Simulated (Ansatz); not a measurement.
Calculated ²⁵Mg nuclear quadrupole resonance for Mg₄ZrN₄

Cell: a computed structure from the Materials Project (it need not be an observed phase), its atoms then relaxed with PBE in this cell.

Space group P-1 (No. 2); a = 5.6462, b = 5.6907, c = 8.4579 Å, α = 70.45°, β = 81.14°, γ = 67.40°.

```csv
site,Wyckoff,site symmetry,x,y,z
Mg1,2i,1,0.2826,0.1673,0.2157
Mg3,2i,1,0.2419,0.7644,0.9998
Mg5,2i,1,0.2594,0.9468,0.5708
Mg7,2i,1,0.7451,0.4969,0.5809
Zr,2i,1,0.2707,0.3905,0.7817
N11,2i,1,0.0057,0.6984,0.6015
N13,2i,1,0.1544,0.1622,0.0032
N15,2i,1,0.5061,0.5824,0.8043
N17,2i,1,0.5230,0.8185,0.3819
```

One atom of each set is listed.

Level of theory: DFT, r2SCAN, plane waves and PAW, scalar-relativistic, 500 eV cutoff, Γ-centred 6×6×4 k-points, Fermi–Dirac smearing 0.02 eV (Ansatz 0.2.0).

²⁵Mg: I = 5/2, Q = 199.4 mb (year-2017 value). Static lattice, zero field.

Question: At which frequencies do the ²⁵Mg NQR lines lie?

Answer: For I = 5/2 and η = 0 the lines are 3|C_Q|/20 and twice that; η pulls their ratio below 2. At large η the states mix, and weaker lines appear at sums of the main ones; lines under 5 % of the strongest are left out.

```csv
site,atoms,V_zz (10²¹ V/m²),C_Q (MHz),η,line frequencies (MHz)
Mg1,2,-1.99,-9.60,0.26,"1.54, 2.84"
Mg3,2,1.84,8.90,0.96,"2.29, 2.37, 4.66"
Mg5,2,0.85,4.10,0.11,"0.623, 1.23"
Mg7,2,-1.76,-8.49,0.55,"1.64, 2.42"
```
